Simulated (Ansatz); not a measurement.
Relaxing Sr

All numbers below come from Ansatz, DFT PBEsol, scalar-relativistic, plane waves, PAW. Run with 420 eV cutoff, 12×12×8 k-mesh, Gaussian smearing of 0.10 eV, no spin polarisation.

What was changed: biaxial strain in the a-b plane, c and atoms relaxed: -2.0 %.

Command:

```bash
ansatz run input.yaml --threads 1 --pin off --max-ram 2560MiB --backend cpu --events-out ev --progress --plain --runs-dir out
```

Input:

```yaml
crystal:
  lattice:
    - [4.110646625, 0.0, 0.0]
    - [-2.0553233125, 3.5599244032, 0.0]
    - [0.0, 0.0, 6.9610675962]
  atoms:
    - { symbol: Sr, position: [0.3333333333, 0.6666666667, 0.25] }
    - { symbol: Sr, position: [0.6666666667, 0.3333333333, 0.75] }
basis:
  ecutwfc: 420
kpoints:
  mp_grid: { grid: [12, 12, 8] }
hamiltonian:
  xc: pbesol
scf:
  occupations: { method: gaussian, width: 0.1 }
output:
  forces: true
  stress: true
  eigenvalues: true
relax:
  adjacent_minimum: "off"
  f_tol: 0.008
  max_steps: 40
  cell: { stress_tol: 0.015, fix: [a, b, gamma] }
```

F is the free energy. Steps run on the plane waves of an earlier cell, but the last one, and at times one on the way, on a freshly chosen basis, so a repeated geometry can differ a little in energy. The held parts of the cell keep their stress, so P needn't end at zero.

Steps:

| step | F − F(1) (eV) | largest force component (eV/Å) | V (Å³/atom) | P (GPa) |
| --- | --- | --- | --- | --- |
| 1 | 0.0000 | 0.000 | 50.933 | 0.36 |
| 2 | -0.0002 | 0.000 | 50.818 | 0.38 |
| 3 | -0.0004 | 0.000 | 50.589 | 0.44 |
| 4 | -0.0004 | 0.000 | 50.589 | 0.44 |

Relaxed structure:

```cif
data_structure
_symmetry_space_group_name_H-M 'P 1'
_symmetry_Int_Tables_number 1
_cell_length_a 4.1106
_cell_length_b 4.1106
_cell_length_c 6.9141
_cell_angle_alpha 90.000
_cell_angle_beta 90.000
_cell_angle_gamma 120.000
_cell_volume 101.18
loop_
_atom_site_label
_atom_site_type_symbol
_atom_site_fract_x
_atom_site_fract_y
_atom_site_fract_z
_atom_site_occupancy
Sr1 Sr 0.33333 0.66667 0.25000 1
Sr2 Sr 0.66667 0.33333 0.75000 1
```

Symmetry: P6_3/mmc, No. 194, hexagonal system. Conventional cell: a = 4.111 Å, b = 4.111 Å, c = 6.914 Å, α = 90.00°, β = 90.00°, γ = 120.00°. Around Sr (site symmetry -6m2) lie 12 Sr at 4.11 to 4.19 Å.

The run converged. The run took 28 s on 1 thread of Arm Neoverse V1, with other jobs on the host, peak memory 0.41 GiB.